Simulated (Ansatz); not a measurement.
Zr2InN:
Space group P6₃/mmc (No. 194); a = 3.292 Å, b = 3.292 Å, c = 14.896 Å, α = 90.00°, β = 90.00°, γ = 120.00°

| atom | site | symmetry | x | y | z |
|---|---|---|---|---|---|
| Zr | 4f | 3m. | 0.3333 | 0.6667 | 0.0840 |
| In | 2d | -6m2 | 0.6667 | 0.3333 | 0.2500 |
| N | 2a | -3m. | 0.0000 | 0.0000 | 0.0000 |

Relaxed with r²SCAN.

Tabulate the valence density and the electron localisation function along the shortest In–In contact (3.29 Å), r²SCAN (plane waves, PAW; program Ansatz).



| distance from In (Å) | density (e/Å³) | ELF |
|---|---|---|
| 0.33 | 8.43 | 0.01 |
| 0.49 | 5.05 | 0.06 |
| 0.66 | 2.54 | 0.19 |
| 0.82 | 1.12 | 0.27 |
| 0.99 | 0.51 | 0.24 |
| 1.15 | 0.28 | 0.20 |
| 1.32 | 0.19 | 0.23 |
| 1.48 | 0.15 | 0.27 |
| 1.65 | 0.14 | 0.28 |
| 1.81 | 0.15 | 0.27 |
| 1.98 | 0.19 | 0.23 |
| 2.14 | 0.28 | 0.20 |
| 2.30 | 0.51 | 0.24 |
| 2.47 | 1.12 | 0.27 |
| 2.63 | 2.54 | 0.19 |
| 2.80 | 5.05 | 0.06 |
| 2.96 | 8.43 | 0.01 |

The density is the valence pseudo-density with augmentation charge, so density and ELF within about 1 Å of a nucleus are not all-electron values.

Space group P6_3/mmc. The workflow started from a Materials Project entry (that database holds measured and hypothetical structures alike); the Crystallography Open Database copy checked does not list it. Whether it is the stable phase at ambient conditions was not checked. Symmetry was held in the r²SCAN relaxation; whether a distortion lowers the energy is not shown. No spin polarisation was allowed.

Potentials: the later of the program's two PAW sets.
